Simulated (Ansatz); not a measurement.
# Kick test of a cell of HfGa₂As₂

The structure comes from a generated guess, relaxed at this level; another structure or a mixture of phases may lie lower.

These are results of Ansatz 0.2.0, DFT PBE, scalar-relativistic, plane waves, PAW, not measurements. Cutoff 420 eV; k points 12×12×4 on the computed 5-atom cell (Γ-centred); Gaussian smearing, width 0.10 eV; no spin polarisation.

The cell below (5 atoms, space group P-3m1 (No. 164)) is relaxed within its symmetry.

```
CELL_PARAMETERS angstrom
3.79197 0.00000 0.00000
-1.89598 3.28394 0.00000
0.00000 0.00000 8.84389
ATOMIC_POSITIONS crystal
Hf 0.00000 0.00000 0.00000
Ga 0.66667 0.33333 0.36819
Ga 0.33333 0.66667 0.63181
As 0.66667 0.33333 0.81355
As 0.33333 0.66667 0.18645
```

For the test a repeat of it with 10 atoms (edges 3.79, 3.79, 17.69 Å) was strained at random (σ = 1.5 % a component), the atoms were moved at random (σ = 0.10 Å), and all was relaxed again on a coarse 6×6×2 mesh (in the run’s order of axes) with 0.20 eV smearing, with no symmetry imposed.

Weakly bound directions are ill-defined at this level, which has no dispersion term. Spin–orbit coupling, which can matter for Hf, is left out.

Task: Does it come back?

Result: It returns, within 1 meV/atom of the unmoved cell on that mesh and with the same symmetry when read at 0.1 Å (C2/m at 0.01 Å, so small strains and shifts remain). So it is stable against the distortions that fit this cell and that this random move excites. Modes that don't fit the cell aren't tested.
